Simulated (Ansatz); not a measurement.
# Computed properties of Cr

Cr:
```
CELL_PARAMETERS angstrom
      0.00000     2.54685     2.54685
      2.54685     0.00000     2.54685
      2.54685     2.54685     0.00000
ATOMIC_POSITIONS crystal
  Cr 0.00000 0.00000 0.00000
  Cr 0.25000 0.25000 0.25000
```

Space group Fd-3m (No. 227), diamond; conventional cell a = b = c = 5.094 Å, α = β = γ = 90.00°.

Method: PBE (plane waves, PAW; program Ansatz). The cell and atoms are relaxed at this level. Other levels are named where they apply.

**Cell and energy**

- Volume per atom = 16.52 Å³
- Density = 5.23 g/cm³

**Electronic structure**

- Electronic character: metallic (no gap)
- Density of states at the Fermi level: 2.2 states/eV per atom (mean over ±0.08 eV)

**Magnetism**

- Magnetic order: non-magnetic (starting moments vanished)

**Mechanics**

- Bulk modulus (Birch–Murnaghan fit) = 103 GPa
- Pressure derivative B′ = 3.8

The start of the workflow was typed in or built on a structure type; neither database checked (COD, Materials Project) lists it. It is not the phase usual at ambient conditions (space group No. 229). Symmetry was held in the PBE relaxation; its stability against distortions is not shown here. The workflow began spin-polarised and lost its moments.

Potentials: the later of the program's two PAW sets.
